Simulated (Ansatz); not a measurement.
Os (fcc (Cu type), Fm-3m) under volume change, plane-wave PAW LDA (Ansatz code), scaled uniformly.

```tsv
V (Å³/atom)	E − E(relaxed) (meV/atom)	P (GPa)
12.506	182.8	51.75
12.918	76.5	31.50
13.330	…	…
13.743	0.0	0.00
14.155	…	…
14.567	60.9	-22.37
14.979	129.8	-30.94
```

Q: Some entries are withheld; supply them.

A: 
- 13.330, E − E(relaxed) (meV/atom): 18.0
- 13.330, P (GPa): 14.41
- 14.155, E − E(relaxed) (meV/atom): 16.1
- 14.155, P (GPa): -12.15

Q: What does a third-order Birch–Murnaghan fit give for V₀, B₀ and B′?

A: V₀ = 13.74 Å³/atom, B₀ = 440 GPa, B′ = 4.7.

The workflow started from an entry of the Crystallography Open Database (COD), which files this formula under 2 space groups. It is not the phase usual at ambient conditions (space group No. 194). Symmetry was held in the LDA relaxation; its stability against distortions is not shown here. The run is not spin-polarised. Scalar-relativistic: spin–orbit coupling is off unless named, which matters more the heavier the elements.

Potentials: the later of the program's two PAW sets.
